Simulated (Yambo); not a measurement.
**Optical response of SiO2**

```
CELL_PARAMETERS angstrom
     -2.62333     4.77675     4.44168
      2.62333    -4.77675     4.44168
      2.62333     4.77675    -4.44168
ATOMIC_POSITIONS crystal
  O  0.13069 0.88069 0.25000
  O  0.86931 0.11931 0.75000
  O  0.79318 0.50000 0.79318
  O  0.20682 0.50000 0.20682
  O  0.20682 0.00000 0.70682
  O  0.79318 0.00000 0.29318
  O  0.00000 0.00000 0.00000
  O  0.50000 0.00000 0.50000
  Si 0.92954 0.84494 0.08460
  Si 0.07046 0.15506 0.91540
  Si 0.26034 0.84494 0.41540
  Si 0.73966 0.15506 0.58460
```

Yambo, RPA with local fields on PBEsol bands; 4×4×4 mesh, 162 bands, 3 Ry local-field block, 0.2 eV broadening; field along x.

```
E (eV)  Im ε  Re ε  Im ε, independent particles
------  ----  ----  ---------------------------
0.0     0.00  1.93                         0.00
0.6     0.00  1.93                         0.00
1.2     0.00  1.94                         0.00
1.9     0.00  1.95                         0.01
2.5     0.01  1.97                         0.01
3.1     0.01  1.99                         0.01
3.8     0.01  2.03                         0.01
4.4     0.02  2.07                         0.02
5.0     0.02  2.12                         0.02
5.6     0.03  2.20                         0.03
6.2     0.05  2.31                         0.05
6.9     0.09  2.46                         0.09
7.5     0.20  2.70                         0.22
8.1     0.55  2.88                         0.61
8.8     1.07  2.94                         1.17
9.4     1.70  2.65                         1.90
10.0    1.77  2.17                         1.98
10.6    1.79  1.65                         1.97
11.2    1.35  1.50                         1.56
11.9    1.29  1.48                         1.61
12.5    1.28  1.45                         1.52
13.1    1.34  1.38                         1.45
13.8    1.29  1.35                         1.36
14.4    1.28  1.33                         1.54
15.0    1.28  1.14                         1.67
15.6    1.36  1.03                         1.77
16.2    1.38  0.74                         1.67
16.9    1.07  0.69                         1.28
17.5    0.96  0.67                         1.14
18.1    0.93  0.65                         1.18
18.8    0.79  0.60                         1.12
19.4    0.77  0.64                         1.00
20.0    0.67  0.61                         0.80
```

Peak heights and small wiggles depend on the k mesh. Convergence of the RPA response with its 4×4×4 mesh was not tested. No excitonic effects at this level.

Geometry of the Materials Project entry, not relaxed at this level.

This is not the ordinary phase of the substance; no match was found in the copy of COD used, and its stability was not checked.
